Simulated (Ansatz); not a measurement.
# Al (fcc)

The computed numbers are results of PBEsol, scalar-relativistic (no spin polarisation) in the plane-wave PAW code Ansatz at 420 eV, Γ-centred 18×18×18 mesh, 0.05 eV Gaussian smearing. The datasets are Ansatz's generated set soft_2.

```
CELL_PARAMETERS angstrom
0.00000 2.00748 2.00748
2.00748 0.00000 2.00748
2.00748 2.00748 0.00000
ATOMIC_POSITIONS crystal
Al 0.00000 0.00000 0.00000
```

Task: Which orbitals carry the states at the Fermi level, and how many states are there?

Result: Within 0.1 eV of it: Al 3p 65 %, Al 3s 35 % (shares among the projected shells). The density of states at the Fermi level is about 0.38 states/eV per cell, averaged over 0.3 eV.

Density of states (tetrahedra, averaged over 0.4 eV; states/eV per cell of 1 atom; energy in eV from the Fermi level; projections on Löwdin-orthogonalised atomic orbitals, summed over sites):

```
    E  total  Al 3p  Al 3s
-7.65   0.22   0.15   0.07
-7.25   0.23   0.16   0.07
-6.85   0.25   0.17   0.08
-6.45   0.26   0.18   0.08
-6.05   0.27   0.19   0.08
-5.65   0.28   0.20   0.08
-5.25   0.29   0.21   0.09
-4.85   0.32   0.23   0.09
-4.45   0.31   0.23   0.08
-4.05   0.31   0.23   0.09
-3.65   0.34   0.24   0.10
-3.25   0.36   0.25   0.10
-2.85   0.38   0.28   0.10
-2.45   0.37   0.27   0.10
-2.05   0.35   0.25   0.09
-1.65   0.34   0.24   0.09
-1.25   0.37   0.25   0.11
-0.85   0.41   0.27   0.11
-0.45   0.37   0.26   0.10
-0.05   0.38   0.24   0.12
 0.35   0.42   0.26   0.13
 0.75   0.42   0.27   0.13
 1.15   0.41   0.26   0.12
 1.55   0.43   0.27   0.12
 1.95   0.44   0.27   0.13
 2.35   0.44   0.27   0.13
 2.75   0.46   0.28   0.13
 3.15   0.46   0.28   0.13
 3.55   0.48   0.29   0.12
 3.95   0.48   0.29   0.12
 4.35   0.50   0.30   0.12
 4.75   0.51   0.31   0.11
 5.15   0.53   0.33   0.11
 5.55   0.57   0.38   0.10
 5.95   0.58   0.40   0.09
```

With 3 valence electrons in the calculation's cell and no magnetic order, the bands, two electrons each, can't all be full or empty: band theory demands a metal.
